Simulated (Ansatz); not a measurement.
AlNi (CsCl type), relaxed with PBE (Ansatz, a first-principles code, plane waves, PAW): a = b = c = 2.893 Å, α = β = γ = 90.00°.

* **ΔH_f (eV/atom)**: -0.65
* **B₀ by P(V) fit (GPa)**: 159

**Question.** The same phase is relaxed and computed with r²SCAN in the same code. What are the cell and these values now?

**Answer.** a = 2.863 Å, b = 2.863 Å, c = 2.863 Å, α = 90.00°, β = 90.00°, γ = 90.00°.

* **ΔH_f (eV/atom)**: -0.68
* **B₀ by P(V) fit (GPa)**: 176

Began spin-polarised and lost the moments: AlNi, CsCl type with PBE; AlNi, CsCl type with r²SCAN. All cells were relaxed under the symmetry of their starts (and spin orders); stability against distortions was not tested throughout.

Potentials: the later of the program's two PAW sets.

Ansatz is a plane-wave DFT program.

Formation energies count from the lowest solids of the elements computed at the same level, not from gases.
